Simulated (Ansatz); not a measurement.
How far is PAW off for ZrBr?

```xyz
4
Lattice="3.4544 0.0000 0.0000 -1.7272 2.9916 0.0000 0.0000 0.0000 9.9889" Properties=species:S:1:pos:R:3 pbc="T T T"
Zr    1.7272    0.9972    6.2279
Zr    0.0000    1.9944    3.7610
Br    1.7272    0.9972    1.8238
Br    0.0000    1.9944    8.1651
```

Atoms are numbered in the order listed.

The cell is the one relaxed in the Materials Project (mp-1066783), not relaxed further here; entries there can be hypothetical.

Methods: DFT, PBEsol, PAW with Ansatz's default frozen-core files, scalar-relativistic (Ansatz 0.2.0); DFT, PBEsol, all-electron PAW with datasets made for the crystal, scalar-relativistic (Ansatz 0.2.0); DFT, PBEsol, all-electron LAPW, scalar-relativistic (Ansatz 0.2.0).

For PAW: a Γ-centred 12×12×4 k mesh, Fermi–Dirac smearing of 0.08 eV, cutoff 420 eV, no spin polarisation; the PAW files were made with PBE, and the program remakes their frozen cores for this functional. The crystal-made all-electron datasets (AE datasets) take a cutoff of 220 eV at this cell. LAPW targets a basis error of 1 meV/atom. The Ansatz runs share mesh, smearing and spin set-up. Plane-wave (PAW) pressures include the program's estimate of the Pulay term.

Stress and pressure are positive in compression.

Levels count from the Fermi level.

| quantity | PAW | AE datasets | LAPW |
| --- | --- | --- | --- |
| pressure (GPa) | -2.85 | -2.84 | -2.84 |
| stress xx (GPa) | -3.12 | -3.10 | -3.10 |
| stress zz (GPa) | -2.33 | -2.32 | -2.32 |
| force on Zr1, z (eV/Å) | 0.155 | 0.155 | 0.156 |
| force on Br3, z (eV/Å) | 0.289 | 0.289 | 0.289 |
| highest filled level at Γ (eV) | -1.343 | -1.344 | -1.344 |
| lowest empty level at Γ (eV) | 0.591 | 0.591 | 0.591 |
| highest filled level at L (eV) | -1.139 | -1.139 | -1.139 |
| lowest empty level at L (eV) | 0.713 | 0.713 | 0.713 |

PAW's pressure differs from the LAPW value by about 0.01 GPa or less.
